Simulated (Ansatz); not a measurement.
# One input, then a changed one: Au (fcc type)

First run: DFT, PBE, all-electron LAPW, scalar-relativistic (Ansatz 0.2.0).

Command: `ansatz run input.yaml --threads 2 --pin off --max-ram 4096MiB --backend cpu --events-out ev --progress --plain --runs-dir out` It took 27 s on 2 threads of Intel(R) Xeon(R) 6975P-C (Granite Rapids), on a shared host, peak memory 0.9 GiB.

```yaml
crystal:
  lattice:
    - [0.0, 2.0789639816, -2.0789639816]
    - [-2.0789639816, 0.0, 2.0789639816]
    - [4.1579279633, 4.1579279633, 4.1579279633]
  atoms:
    - { symbol: Au, position: [0.0, 0.0, 0.0] }
    - { symbol: Au, position: [0.333333333, 0.666666667, 0.333333333] }
    - { symbol: Au, position: [0.666666667, 0.333333333, 0.666666667] }
kpoints:
  mp_grid: { grid: [13, 13, 5] }
scf:
  occupations: { method: fermi_dirac, width: 0.05 }
hamiltonian:
  xc: pbe
  pseudopotentials: { kind: all_electron, lapw: { basis_error: 0.001 } }
output:
  forces: true
  stress: true
  eigenvalues: true
```

The base cell comes from a relaxation on PAW files under the same functional.

This run: bulk in the slab's orientation.

It converges in 7 SCF iterations at a pressure of -0.22 GPa.

The input is then changed:

```diff
   occupations: { method: fermi_dirac, width: 0.05 }
+  max_iter: 50
 hamiltonian:
   eigenvalues: true
+magnetization:
+  spin_polarized: true
+  initial_magnetization: 15
```

Problem. Does this change harm the result?

Solution. Not here: the run converges in 15 SCF iterations at a pressure of -0.22 GPa, cell moment 0.00 μB, and its energy lies within 1 meV/atom of the first run's.
